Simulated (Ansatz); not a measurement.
**Bi (hcp): energy against volume**

All numbers below come from DFT, LDA (PW92), plane waves (420 eV) with PAW, scalar-relativistic (Ansatz). (PAW data from PBE, frozen cores regenerated.)

The cell is scaled uniformly from the relaxed one, with fractional coordinates and shape fixed. Energies are extrapolated to zero smearing, pressures are those at the given smearing. Magnetic state: spin not included.

A Birch-Murnaghan fit gives V₀ = 29.29 Å³/atom, B₀ = 65 GPa, B₀′ = 4.6.

**Question.** What are the energy above the minimum and the pressure at 25.853 Å³/atom?

**Answer.** 102.4 meV/atom and 10.82 GPa as computed.

**Question.** What are the energy above the minimum and the pressure at 28.204 Å³/atom?

**Answer.** 8.7 meV/atom and 2.73 GPa as computed.

**Question.** What are the energy above the minimum and the pressure at 31.729 Å³/atom?

**Answer.** 35.3 meV/atom and -4.24 GPa as computed.
